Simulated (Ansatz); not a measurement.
La:
```yaml
crystal:
  lattice:
    - [3.77481, 0.00000, 0.00000]
    - [-1.88741, 3.26908, 0.00000]
    - [0.00000, 0.00000, 12.06271]
  atoms:
    - { symbol: La, position: [0.00000, 0.00000, 0.00000] }
    - { symbol: La, position: [0.00000, 0.00000, 0.50000] }
    - { symbol: La, position: [0.33333, 0.66667, 0.25000] }
    - { symbol: La, position: [0.66667, 0.33333, 0.75000] }
```

Relaxed with r²SCAN.

Problem. Map the electron localisation function on the plane through (0.000, 0.000, 0.000) spanned by u = [1, 1, 0] and v = [1, -1, 0] in lattice vectors, from r²SCAN in the plane-wave PAW code Ansatz.

Solution. x is the fraction of u, y of v (the angle between them is 90°; rows are the nearest grid lines); atoms in the plane: La at (0.00, 0.00), La at (0.50, 0.50).
```
|00489962111126998400|
|01599952111125999510|
|89999731122113799998|
|99997421233212479999|
|66432112344321123466|
|22211112233221111222|
|22211111122111111222|
|33211112344321111233|
|43211246788764211234|
|32124799999999742123|
|21126999877899962112|
|11138997200279983111|
|11138997200279983111|
|21126999877899962112|
|32124799999999742123|
|43211246788764211234|
|33211112344321111233|
|22211111122111111222|
|22211112233221111222|
|66432112344321123466|
|99997421233212479999|
|89999731122113799998|
|01599952111125999510|
|00489962111126998400|
```
Scale: ten equal steps from 0.009 (start of '0') to 0.828 (end of '9'), in the order '0123456789'; x runs from 0.000 to 1.00, y from 0.000 (bottom) to 1.00 (top).

The density is the valence pseudo-density with augmentation charge, so density and ELF within about 1 Å of a nucleus are not all-electron values.

Space group P6_3/mmc (dhcp (α-La type)). Symmetry was held in the r²SCAN relaxation. Spin–orbit coupling is left out wherever it is not named.

Potentials: the earlier of the program's two PAW sets.
